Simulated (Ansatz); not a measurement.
**Cu$_{3}$Pt: relaxed-ion elastic tensor**

All numbers below come from DFT LDA, scalar-relativistic, plane waves, PAW in Ansatz. Settings: 420 eV plane-wave cutoff, Γ-centred 12×12×12 mesh, Fermi-Dirac smearing of 0.15 eV. No spin polarisation.

Equilibrium structure at this level:
```
CELL_PARAMETERS angstrom
3.62950 0.00000 0.00000
0.00000 3.62950 0.00000
0.00000 0.00000 3.62950
ATOMIC_POSITIONS crystal
Cu 0.00000 0.50000 0.50000
Cu 0.50000 0.00000 0.50000
Cu 0.50000 0.50000 0.00000
Pt 0.00000 0.00000 0.00000
```

In a metal, frequencies and elastic constants depend on the k mesh and the smearing, soft modes and shear constants most. Spin–orbit coupling is left out, which can shift energies with elements as heavy as these.

(1) Give the relaxed-ion elastic constants (GPa, Voigt order xx yy zz yz xz xy, on the axes of the cell above).

(2) Is the crystal stable against homogeneous strain?

(3) And the moduli of a polycrystal (Hill averages)?

Answers

(1)
C11 = 271.5, C12 = 192.9, C13 = 192.9, C22 = 271.5, C23 = 192.9, C33 = 271.5, C44 = 106.6, C55 = 106.6, C66 = 106.6 GPa; the others vanish.

(2) Yes: the least eigenvalue of the tensor is 78.7 GPa.

(3) B = 219 GPa, G = 71 GPa, E = 193 GPa, ν = 0.35.

Cost: 1 run of about 2.3 core-minutes, on Arm Neoverse V2 (shared hosts).